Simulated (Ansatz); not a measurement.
MgF2 (rutile)

```yaml
crystal:
  lattice:
    - [4.69838, 0.00000, 0.00000]
    - [0.00000, 4.69838, 0.00000]
    - [0.00000, 0.00000, 3.09284]
  atoms:
    - { symbol: Mg, position: [0.00000, 0.00000, 0.00000] }
    - { symbol: Mg, position: [0.50000, 0.50000, 0.50000] }
    - { symbol: F, position: [0.30358, 0.30358, 0.00000] }
    - { symbol: F, position: [0.80358, 0.19642, 0.50000] }
    - { symbol: F, position: [0.19642, 0.80358, 0.50000] }
    - { symbol: F, position: [0.69642, 0.69642, 0.00000] }
```

Two coordinates are scanned: the volume, and the ratio of the stretch along z (the conventional c axis) to the stretch across it. Atoms keep their fractional coordinates.

The numbers are results of PBE (plane waves to 420 eV, PAW, scalar-relativistic; Ansatz, a first-principles code), not measurements. k mesh 7×7×11 (Γ-centred), Fermi-Dirac smearing 0.05 eV. Stress and pressure are positive under compression. As the atoms are clamped, bonds stretch with the cell, which overstates energies and stresses. MgF2 was relaxed with its symmetry unable to fall.

Changes of σzz − σxx (GPa) from the point V/V₀ = 1.000, (c/a)/(c/a)₀ = 1.000 when one coordinate moves alone (two changes are said to add if the coupling is within 5 % of the smaller one, nearly so within 20 %):

```
point                               change
----------------------------------  ------
V/V₀ = 1.000, (c/a)/(c/a)₀ = 0.920   10.48
V/V₀ = 1.000, (c/a)/(c/a)₀ = 0.960    4.95
V/V₀ = 0.920, (c/a)/(c/a)₀ = 1.000    1.48
V/V₀ = 0.960, (c/a)/(c/a)₀ = 1.000    0.67
V/V₀ = 1.040, (c/a)/(c/a)₀ = 1.000   -0.55
V/V₀ = 1.080, (c/a)/(c/a)₀ = 1.000   -1.01
V/V₀ = 1.000, (c/a)/(c/a)₀ = 1.040   -4.47
V/V₀ = 1.000, (c/a)/(c/a)₀ = 1.080   -8.53
```

What is the change at V/V₀ = 0.920, (c/a)/(c/a)₀ = 1.080, where both move, and how far is it from the sum?

The sum of the single changes is 1.48 + (-8.53) = -7.05; the calculation gives -9.17, so the coupling contributes -2.12 (over 20 % of the smaller single change, not additive).

Do the two effects add at V/V₀ = 1.080, (c/a)/(c/a)₀ = 1.040? Give the computed change.

The sum of the single changes is -1.01 + (-4.47) = -5.48; the calculation gives -4.67, so the coupling contributes 0.81 (over 20 % of the smaller single change, not additive).

(A scan under strain: stresses follow from slopes of the energy per volume, elastic moduli from its curvatures.)
